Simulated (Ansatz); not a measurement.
A crystal of cell content C8H12Cl12 at more than one level of theory

Plane-wave PAW calculations in Ansatz, scalar-relativistic unless spin-orbit coupling is named; Γ-centred meshes, relaxations with the symmetry kept. Pressure is positive in compression. No spin polarisation at the first level.

Settings: cutoff 420 eV, Γ-centred mesh 2×4×4 on the computed 32-atom cell, Gaussian smearing of 0.02 eV; no spin polarisation.

Structure relaxed with PBE+D3(BJ):

Space group Pnma (No. 62). a = 11.515 Å, b = 7.844 Å, c = 5.851 Å, α = 90.00°, β = 90.00°, γ = 90.00°
```
atom site symmetry x y z
   H    4c       .m.  0.4409  0.2500  0.0905
   H    8d         1  0.4164  0.1360  0.3507
   C    4c       .m.  0.5847  0.2500  0.3214
   C    4c       .m.  0.4559  0.2500  0.2755
  Cl    8d         1  0.6520  0.0643  0.1996
  Cl    4c       .m.  0.6131  0.2500  0.6238
```

| level | cell | cutoff (eV) | k mesh | primitive cell | V (Å³/atom) | P (GPa; residual where relaxed) | gap on mesh (eV) |
| --- | --- | --- | --- | --- | --- | --- | --- |
| PBE+D3(BJ) | relaxed | 420 | 2×4×4 | a = 11.51 Å, b = 7.84 Å, c = 5.85 Å, α = 90.00°, β = 90.00°, γ = 90.00° | 16.5 | -0.04 | 4.60 |
| PBEsol | relaxed | 420 | 2×4×4 | a = 11.72 Å, b = 7.98 Å, c = 5.92 Å, α = 90.00°, β = 90.00°, γ = 90.00° | 17.3 | 0.06 | 4.69 |

The start is a cell measured at 220 K (doi:10.1039/c0ce00493f), with 16.98 Å³ an atom; a static calculation leaves out thermal expansion, so the difference isn't the functional's error alone.

Cost: 2 runs of about 11 core-minutes in all, on Arm Neoverse V1 (shared hosts).